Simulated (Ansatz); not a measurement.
B in space group Cmce (No. 64; B on 8f) under volume change, r²SCAN+D4 (plane waves, PAW; program Ansatz), shape and atoms relaxed at each volume.

```tsv
V (Å³/atom)	E − E(relaxed) (meV/atom)	P (GPa)
5.758	49.8	30.07
5.948	21.1	18.66
6.138	5.0	8.70
6.328	0.0	0.01
6.518	4.6	-7.58
6.707	17.6	-14.20
6.897	37.9	-19.98
```

**Question.** What does a third-order Birch–Murnaghan fit give for V₀, B₀ and B′?

**Answer.** V₀ = 6.33 Å³/atom, B₀ = 270 GPa, B′ = 3.5.

A made-up cell: these elements were put on the sites of a structure type; neither database checked (COD, Materials Project) lists it. It is not the phase usual at ambient conditions (space group No. 166). The cell was relaxed with r²SCAN+D4 under the symmetry of its start; its stability against distortions is not shown here.

Potentials: the earlier of the program's two PAW sets.
